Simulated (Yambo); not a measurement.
A BSE run in Yambo for RbSO2F (space group P2_1/m, No. 11) (LDA bands; 4×4×2 mesh, 18 valence and 14 conduction bands, static screening with 111 bands and a 3 Ry block, scissor 3.60 eV, Tamm-Dancoff; field along x) gives:

```tsv
state	energy (eV)	states within 2 meV	relative strength	class
1	4.77	1	< 0.01	dark
2	4.79	1	1.00	strong
3	5.00	2	< 0.01	dark
4	6.08	1	< 0.01	dark
5	6.08	1	< 0.01	dark
```

Axes are Cartesian, with cell vectors (Å) (4.89, 0.00, 0.00), (0.00, 6.03, 0.00), (-2.26, 0.00, 7.05).

Task: What changes when the light is polarised along y instead?

Result: The energies stay; the strengths change. The first strong state is now at 6.08 eV instead of 4.79 eV.
```json
[
 {"state": "1", "energy (eV)": "4.77", "states within 2 meV": "1", "relative strength": "< 0.01", "class": "dark"},
 {"state": "2", "energy (eV)": "4.79", "states within 2 meV": "1", "relative strength": "< 0.01", "class": "dark"},
 {"state": "3", "energy (eV)": "5.00", "states within 2 meV": "2", "relative strength": "0.07", "class": "weak"},
 {"state": "4", "energy (eV)": "6.08", "states within 2 meV": "1", "relative strength": "< 0.01", "class": "dark"},
 {"state": "5", "energy (eV)": "6.08", "states within 2 meV": "1", "relative strength": "1.00", "class": "strong"}
]
```
Each run's strengths are scaled to its own strongest state. These are vertical excitations (zero momentum). The scissor comes from a G0W0 run whose convergence isn't established.

Geometry of the Materials Project entry, not relaxed at this level; primitive cell a = 4.886 Å, b = 6.030 Å, c = 7.400 Å, α = γ = 90.00°, β = 107.79°.
